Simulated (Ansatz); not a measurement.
Relaxed-ion elastic tensor of In2GaAs3 in space group I-4m2 (No. 119; In on 4e, Ga on 2a, As on 2d, As on 4f) in GPa (Voigt order), r²SCAN in the plane-wave PAW code Ansatz; density 5.47 g/cm³, 26.51 Å³ per atom.

```
      1     2     3     4     5     6
-  ----  ----  ----  ----  ----  ----
1   112  24.7  46.7   0.0   0.0   0.0
2  24.7   112  46.7   0.0   0.0   0.0
3  46.7  46.7  93.3   0.0   0.0   0.0
4   0.0   0.0   0.0  42.9   0.0   0.0
5   0.0   0.0   0.0   0.0  42.9   0.0
6   0.0   0.0   0.0   0.0   0.0  22.3
```

Q: Is the crystal mechanically stable?

A: Yes: the smallest eigenvalue of C is 22.3 GPa.

Q: Work out the Voigt, Reuss and Hill averages.

A: K_V = 61.4, K_R = 61.4, K_H = 61.4; G_V = 34.9, G_R = 31.6, G_H = 33.2 GPa.

Q: Give Young's modulus, Poisson's ratio, Pugh's ratio and the universal anisotropy index.

A: E = 9KG/(3K + G) = 84.5 GPa; ν = 0.27; K/G = 1.85 (near the Pugh limit of 1.75, no verdict); A_U = 5G_V/G_R + K_V/K_R − 6 = 0.53.

Q: Estimate the sound speeds and the Debye temperature.

A: v_l = √((K + 4G/3)/ρ) = 4400 m/s, v_t = √(G/ρ) = 2460 m/s, mean 2740 m/s; Θ = (h/k)(3n/4πV)^(1/3) v_m = 274 K.

Q: Solve the Christoffel equation for the three sound speeds along x, y, z.

A: Eigenvalues of C_ijkl n_j n_l equal ρv². In km/s, slowest first: x 2.02, 2.80, 4.52; y 2.02, 2.80, 4.52; z 2.80, 2.80, 4.13.

Q: How much does each axis shrink under pressure?

A: Linear compressibilities β_i = Σ_j S_ij (j = 1 to 3): x 5.6, y 5.6, z 5.2 per TPa.

The workflow started from a Materials Project entry (that database holds measured and hypothetical structures alike); the Crystallography Open Database copy checked does not list it. With In and Ga taken as one species the cell has the higher symmetry F-43m, so it may be an ordered model of a mixed-site phase. Whether it is the stable phase at ambient conditions was not checked. Symmetry was held in the r²SCAN relaxation; its stability against distortions is not shown here.

Potentials: the later of the program's two PAW sets.
